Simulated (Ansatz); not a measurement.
Na6MgCl8:
```cif
data_Cl8MgNa6
_chemical_formula_sum 'Na6 Mg1 Cl8'
_space_group_name_H-M_alt 'P 1'
_space_group_IT_number 1
_cell_length_a 7.88564
_cell_length_b 7.88564
_cell_length_c 7.88564
_cell_angle_alpha 60.000
_cell_angle_beta 60.000
_cell_angle_gamma 60.000
loop_
_space_group_symop_operation_xyz
  'x, y, z'
loop_
_atom_site_label
_atom_site_type_symbol
_atom_site_fract_x
_atom_site_fract_y
_atom_site_fract_z
_atom_site_occupancy
Na1 Na 0.50000 0.00000 0.00000 1
Na2 Na 0.50000 0.00000 0.50000 1
Na3 Na 0.00000 0.50000 0.50000 1
Na4 Na 0.00000 0.50000 0.00000 1
Na5 Na 0.50000 0.50000 0.00000 1
Na6 Na 0.00000 0.00000 0.50000 1
Mg1 Mg 0.00000 0.00000 0.00000 1
Cl1 Cl 0.25000 0.25000 0.25000 1
Cl2 Cl 0.75000 0.75000 0.75000 1
Cl3 Cl 0.77304 0.22696 0.22696 1
Cl4 Cl 0.22696 0.77304 0.77304 1
Cl5 Cl 0.22696 0.77304 0.22696 1
Cl6 Cl 0.77304 0.22696 0.77304 1
Cl7 Cl 0.22696 0.22696 0.77304 1
Cl8 Cl 0.77304 0.77304 0.22696 1
```

Relaxed with r²SCAN. Independent-particle spectrum: no excitons, no local fields, no scissors shift; 0.1 eV broadening; ε₁ of the summed bands alone.

Problem. Tabulate the dielectric function from DFT-r²SCAN in the program Ansatz with PAW potentials.

Solution. 

| E (eV) | ε₁ xx | ε₂ xx |
|---|---|---|
| 0.0 | 2.54 | 0.00 |
| 0.3 | 2.54 | 0.00 |
| 0.6 | 2.54 | 0.00 |
| 0.9 | 2.55 | 0.00 |
| 1.2 | 2.56 | 0.00 |
| 1.5 | 2.57 | 0.00 |
| 1.8 | 2.58 | 0.00 |
| 2.1 | 2.60 | 0.00 |
| 2.4 | 2.62 | 0.00 |
| 2.7 | 2.65 | 0.00 |
| 3.0 | 2.68 | 0.00 |
| 3.3 | 2.71 | 0.00 |
| 3.6 | 2.75 | 0.00 |
| 3.9 | 2.80 | 0.00 |
| 4.2 | 2.85 | 0.00 |
| 4.5 | 2.91 | 0.00 |
| 4.8 | 2.99 | 0.00 |
| 5.1 | 3.08 | 0.00 |
| 5.4 | 3.19 | 0.00 |
| 5.7 | 3.34 | 0.00 |
| 6.0 | 3.60 | 0.02 |
| 6.3 | 3.79 | 0.33 |
| 6.6 | 3.83 | 0.49 |
| 6.9 | 3.90 | 0.61 |
| 7.2 | 4.02 | 0.73 |
| 7.5 | 4.19 | 0.88 |
| 7.8 | 4.47 | 1.02 |
| 8.1 | 4.87 | 1.46 |
| 8.4 | 5.18 | 2.36 |
| 8.7 | 4.49 | 3.06 |
| 9.0 | 4.15 | 3.30 |
| 9.3 | 4.51 | 3.24 |
| 9.6 | 3.64 | 5.13 |
| 9.9 | 1.99 | 4.57 |
| 10.2 | 1.95 | 4.20 |
| 10.5 | 1.15 | 3.46 |
| 10.8 | 2.04 | 3.65 |
| 11.1 | 1.49 | 3.67 |
| 11.4 | 2.00 | 3.98 |
| 11.7 | 0.57 | 4.58 |
| 12.0 | 0.17 | 4.26 |

Problem. From ε at 7.0 eV (xx: 3.94 + 0.65i), find n, k, the normal reflectivity and the absorption coefficient.

Solution. n = 1.99, k = 0.163, R = 11 %, α = 2kE/ħc = 120000 cm⁻¹.

With all bands, ε∞ without local fields is 2.59.

Space group Fm-3m. The first step of the workflow began from a Materials Project structure, measured or hypothetical; the Crystallography Open Database copy checked does not list it. Whether it is the stable phase at ambient conditions was not checked. The cell was relaxed with r²SCAN under the symmetry of its start; whether a distortion lowers the energy is not shown.

Potentials: the later of the program's two PAW sets.
